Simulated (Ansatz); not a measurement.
The elements of this relaxed trial crystal are hidden behind letters.

```
lattice vectors (Å)
  -2.0840    2.0840   14.9051
   2.0840   -2.0840   14.9051
   2.0840    2.0840  -14.9051
fractional positions
X 0.2035 0.2035 0.0000
X 0.7965 0.7965 0.0000
X 0.0000 0.0000 0.0000
Z 0.6018 0.6018 0.0000
Z 0.3982 0.3982 0.0000
Q 0.2500 0.7500 0.5000
Q 0.8427 0.3427 0.5000
Q 0.4538 0.9538 0.5000
Q 0.0462 0.5462 0.5000
Q 0.6573 0.1573 0.5000
```

Level of theory: DFT PBE, scalar-relativistic, plane waves, PAW in Ansatz. Cutoff 420 eV, Γ-centred 10×10×10 mesh (10-atom cell), Gaussian smearing of 0.02 eV, no spin polarisation.

```
Space group                                  : I-4m2 (No. 119)
Conventional cell                            : a = 4.168 Å, c = 29.810 Å
Volume per atom                              : 25.89 Å³
Density                                      : 5.23 g/cm³
Formation energy                             : −0.669 eV/atom
Gap on the 10×10×10 mesh of the 10-atom cell : 0.77 eV
```

Energies are uncorrected and count from the elements' standard states at the same level.

Problem. X is a d-block element of period 4, Z is a d-block element of period 5 and Q is a p-block element of period 4. Which elements are they?

Solution. X = Zn, Z = Cd, Q = Se, so the formula is Zn3Cd2Se5. Density times volume gives a mean mass of 5.23 × 25.89/1.6605 = 81.5 u per atom, and this set has 81.6 u. Zn on a site of symmetry 2mm has 4 Se at 2.50 Å; Cd has 4 Se at 2.66 Å; around Se on a site of symmetry -4m2 lie 4 Zn at 2.50 Å; 3 more sites not described. Other sets within the hints have nearly the same mass, so mass alone doesn't settle it; this one was computed.

Kohn–Sham gaps at this level usually fall short of measured ones. A later test with randomly moved atoms came back to the same energy, though modes that don't fit the test's cell weren't probed.
